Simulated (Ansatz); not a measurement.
MgTe2:
Space group Pa-3 (No. 205); a = 7.087 Å, b = 7.087 Å, c = 7.087 Å, α = 90.00°, β = 90.00°, γ = 90.00°

```csv
atom,site,symmetry,x,y,z
Mg,4a,.-3.,0.0000,0.0000,0.0000
Te,8c,.3.,0.3874,0.3874,0.3874
```

Relaxed with r²SCAN.

Problem. Which orbitals make up the states near the band edges in DFT-r²SCAN in the program Ansatz with PAW potentials?

Solution. Top 1 eV of the valence band: Te 5p 96 %. Bottom 1 eV of the conduction band: Te 5p 84 %, Te 5s 5 %, outside the projected shells 8 %. Projections are on Löwdin-orthogonalised atomic valence shells; empty p or d shells of many metals are not among them.

Problem. Tabulate the density of states.

Solution. States/eV per cell of 12 atoms, in 0.25 eV bins, energy from the valence-band maximum.

| E (eV) | total | Te 5p | Mg 3s | Te 5s |
|---|---|---|---|---|
| -7.85 | 0.00 | 0.00 | 0.00 | 0.00 |
| -7.60 | 0.00 | 0.00 | 0.00 | 0.00 |
| -7.35 | 0.00 | 0.00 | 0.00 | 0.00 |
| -7.10 | 0.00 | 0.00 | 0.00 | 0.00 |
| -6.85 | 0.00 | 0.00 | 0.00 | 0.00 |
| -6.60 | 0.00 | 0.00 | 0.00 | 0.00 |
| -6.35 | 0.00 | 0.00 | 0.00 | 0.00 |
| -6.10 | 0.00 | 0.00 | 0.00 | 0.00 |
| -5.85 | 0.00 | 0.00 | 0.00 | 0.00 |
| -5.60 | 0.00 | 0.00 | 0.00 | 0.00 |
| -5.35 | 0.00 | 0.00 | 0.00 | 0.00 |
| -5.10 | 0.00 | 0.00 | 0.00 | 0.00 |
| -4.85 | 0.00 | 0.00 | 0.00 | 0.00 |
| -4.60 | 6.12 | 5.37 | 0.63 | 0.08 |
| -4.35 | 10.91 | 9.45 | 1.16 | 0.22 |
| -4.10 | 12.66 | 10.61 | 1.56 | 0.39 |
| -3.85 | 6.83 | 5.95 | 0.57 | 0.24 |
| -3.60 | 8.57 | 7.46 | 0.55 | 0.46 |
| -3.35 | 5.15 | 4.42 | 0.36 | 0.29 |
| -3.10 | 6.18 | 5.44 | 0.34 | 0.30 |
| -2.85 | 9.13 | 8.17 | 0.39 | 0.41 |
| -2.60 | 5.92 | 5.45 | 0.17 | 0.17 |
| -2.35 | 10.32 | 9.55 | 0.27 | 0.27 |
| -2.10 | 10.22 | 9.43 | 0.27 | 0.26 |
| -1.85 | 6.26 | 5.87 | 0.13 | 0.09 |
| -1.60 | 8.90 | 8.21 | 0.30 | 0.12 |
| -1.35 | 11.08 | 10.35 | 0.24 | 0.11 |
| -1.10 | 10.39 | 9.81 | 0.15 | 0.08 |
| -0.85 | 14.27 | 13.57 | 0.23 | 0.08 |
| -0.60 | 9.25 | 8.91 | 0.06 | 0.04 |
| -0.35 | 6.01 | 5.81 | 0.02 | 0.02 |
| -0.10 | 1.82 | 1.78 | 0.00 | 0.00 |
| 0.15 | 0.00 | 0.00 | 0.00 | 0.00 |
| 0.40 | 0.00 | 0.00 | 0.00 | 0.00 |
| 0.65 | 0.00 | 0.00 | 0.00 | 0.00 |
| 0.90 | 0.00 | 0.00 | 0.00 | 0.00 |
| 1.15 | 0.00 | 0.00 | 0.00 | 0.00 |
| 1.40 | 0.05 | 0.05 | 0.00 | 0.00 |
| 1.65 | 8.64 | 7.23 | 0.23 | 0.41 |
| 1.90 | 13.77 | 11.40 | 0.48 | 0.71 |
| 2.15 | 7.14 | 6.01 | 0.18 | 0.39 |
| 2.40 | 2.01 | 1.75 | 0.04 | 0.11 |
| 2.65 | 0.39 | 0.35 | 0.00 | 0.02 |
| 2.90 | 0.00 | 0.00 | 0.00 | 0.00 |
| 3.15 | 0.00 | 0.00 | 0.00 | 0.00 |
| 3.40 | 0.43 | 0.08 | 0.22 | 0.03 |
| 3.65 | 6.90 | 1.49 | 3.38 | 0.45 |
| 3.90 | 8.03 | 1.84 | 3.81 | 0.34 |
| 4.15 | 8.13 | 1.95 | 3.55 | 0.22 |
| 4.40 | 4.41 | 1.04 | 1.75 | 0.12 |
| 4.65 | 2.71 | 0.55 | 0.93 | 0.06 |
| 4.90 | 12.66 | 0.75 | 0.70 | 0.06 |
| 5.15 | 6.28 | 0.35 | 0.35 | 0.03 |
| 5.40 | 10.18 | 0.47 | 0.47 | 0.05 |
| 5.65 | 11.48 | 0.48 | 0.45 | 0.05 |
| 5.90 | 10.75 | 0.42 | 0.27 | 0.03 |
| 6.15 | 10.75 | 0.41 | 0.25 | 0.03 |

The workflow started from a Materials Project entry (that database holds measured and hypothetical structures alike); the Crystallography Open Database files this formula in space group No. 205, but the cells were not matched. Its standing as an ambient phase is unchecked. Symmetry was held in the r²SCAN relaxation; its stability against distortions is not shown here. Spin–orbit coupling is left out wherever it is not named.

Potentials: the earlier of the program's two PAW sets.
